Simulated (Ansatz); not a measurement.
Te (simple cubic, space group No. 221) under volume change, the program Ansatz at the PBEsol level (PAW), scaled uniformly.

```
V (Å³/atom)  E − E(relaxed) (meV/atom)  P (GPa)
-----------  -------------------------  -------
28.433                            55.2     6.88
29.371                            23.1     4.18
30.308                             5.4     1.91
31.245                             0.0     0.00
32.183                             4.9    -1.63
33.120                            18.5    -2.99
34.057                            39.5    -4.13
```

What does a third-order Birch–Murnaghan fit give for V₀, B₀ and B′?

V₀ = 31.24 Å³/atom, B₀ = 58.6 GPa, B′ = 4.7.

Space group Pm-3m (simple cubic). The start of the workflow was typed in or built on a structure type; neither database checked (COD, Materials Project) lists it. It is not the phase usual at ambient conditions (space group No. 152). Symmetry was held in the PBEsol relaxation; its stability against distortions is not shown here. Scalar-relativistic: spin–orbit coupling is off unless named, which matters more the heavier the elements.

Potentials: the earlier of the program's two PAW sets. The files were generated under PBE; for other functionals the program regenerates the frozen cores, and for LDA and PBEsol the local potential too.
